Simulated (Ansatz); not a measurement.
NaF:
Space group Fm-3m (No. 225); a = b = c = 4.595 Å, α = β = γ = 90.00°

```json
[
 {"atom": "Na", "site": "4a", "symmetry": "m-3m", "x": "0.0000", "y": "0.0000", "z": "0.0000"},
 {"atom": "F", "site": "4b", "symmetry": "m-3m", "x": "0.5000", "y": "0.5000", "z": "0.5000"}
]
```
(The calculation used a cell of 2 atoms; values per cell refer to that cell.)

Relaxed with r²SCAN.

Task: Which orbitals make up the states near the band edges in the program Ansatz at the r²SCAN level (PAW)?

Result: Top 1 eV of the valence band: F 2p 98 %. Bottom 1 eV of the conduction band: Na 3s 73 %, F 2s 17 %, Na 2s 5 %. Projections are on Löwdin-orthogonalised atomic valence shells; empty p or d shells of many metals are not among them.

Task: Tabulate the density of states.

Result: States/eV per cell of 2 atoms, in 0.25 eV bins, energy from the valence-band maximum.

```csv
E (eV),total,F 2p,Na 3s,F 2s
-1.80,0.00,0.00,0.00,0.00
-1.55,0.53,0.49,0.04,0.00
-1.30,3.90,3.66,0.20,0.01
-1.05,2.66,2.49,0.12,0.01
-0.80,2.07,2.00,0.04,0.00
-0.55,4.28,4.21,0.03,0.00
-0.30,8.90,8.82,0.01,0.00
-0.05,1.65,1.64,0.00,0.00
0.20,0.00,0.00,0.00,0.00
0.45,0.00,0.00,0.00,0.00
0.70,0.00,0.00,0.00,0.00
0.95,0.00,0.00,0.00,0.00
1.20,0.00,0.00,0.00,0.00
1.45,0.00,0.00,0.00,0.00
1.70,0.00,0.00,0.00,0.00
1.95,0.00,0.00,0.00,0.00
2.20,0.00,0.00,0.00,0.00
2.45,0.00,0.00,0.00,0.00
2.70,0.00,0.00,0.00,0.00
2.95,0.00,0.00,0.00,0.00
3.20,0.00,0.00,0.00,0.00
3.45,0.00,0.00,0.00,0.00
3.70,0.00,0.00,0.00,0.00
3.95,0.00,0.00,0.00,0.00
4.20,0.00,0.00,0.00,0.00
4.45,0.00,0.00,0.00,0.00
4.70,0.00,0.00,0.00,0.00
4.95,0.00,0.00,0.00,0.00
5.20,0.00,0.00,0.00,0.00
5.45,0.00,0.00,0.00,0.00
5.70,0.00,0.00,0.00,0.00
5.95,0.00,0.00,0.00,0.00
6.20,0.00,0.00,0.00,0.00
6.45,0.00,0.00,0.00,0.00
6.70,0.00,0.00,0.00,0.00
6.95,0.00,0.00,0.00,0.00
7.20,0.00,0.00,0.00,0.00
7.45,0.02,0.00,0.02,0.00
7.70,0.05,0.00,0.04,0.01
7.95,0.07,0.00,0.05,0.01
8.20,0.08,0.00,0.06,0.01
8.45,0.10,0.01,0.07,0.02
8.70,0.12,0.01,0.09,0.02
8.95,0.14,0.01,0.10,0.02
9.20,0.15,0.01,0.12,0.02
9.45,0.17,0.02,0.13,0.02
9.70,0.19,0.02,0.15,0.02
9.95,0.21,0.02,0.17,0.02
10.20,0.24,0.02,0.19,0.02
10.45,0.26,0.02,0.21,0.02
10.70,0.29,0.02,0.23,0.02
10.95,0.32,0.02,0.26,0.02
11.20,0.35,0.02,0.28,0.01
11.45,0.39,0.02,0.30,0.01
11.70,0.47,0.02,0.32,0.01
```

The r²SCAN relaxation kept the symmetry of its start.

Potentials: the earlier of the program's two PAW sets. The files were generated under PBE; for other functionals the program regenerates the frozen cores, and for LDA and PBEsol the local potential too.
